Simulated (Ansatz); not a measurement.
Consider the following.

BAs:
```
CELL_PARAMETERS angstrom
      3.45874     0.00000     0.00000
     -1.72937     2.99536     0.00000
      0.00000     0.00000     7.48163
ATOMIC_POSITIONS crystal
  B  0.50000 0.00000 0.50000
  B  0.00000 0.50000 0.16667
  B  0.50000 0.50000 0.83333
  As 0.50000 0.00000 0.00000
  As 0.00000 0.50000 0.66667
  As 0.50000 0.50000 0.33333
```

This is the PBE-relaxed structure.

### Question
All from plane-wave PAW PBE (Ansatz code), unless another level is named. Predict the smallest direct gap on the standard path.

### Answer
2.13 eV.

### Question
What about the band gap?

### Answer
0.48 eV (indirect).

### Question
Give the hole effective mass.

### Answer
0.18, 0.45, 0.45 mₑ (principal values).

### Question
Next, the conduction-band minimum?

### Answer
at M (3 equivalent valleys).

### Question
Next, the valence-band maximum?

### Answer
at Γ.

### Question
Next, the weight of the conduction-edge state by species (Voronoi cells)?

### Answer
B 54 %, As 46 %.

Space group P6_222. A made-up cell: these elements were put on the sites of a structure type; neither database checked (COD, Materials Project) lists it. It is not the phase usual at ambient conditions (space group No. 216). The cell was relaxed with PBE under the symmetry of its start; its stability against distortions is not shown here. Scalar-relativistic: spin–orbit coupling is off unless named, which matters more the heavier the elements.

Potentials: the later of the program's two PAW sets.
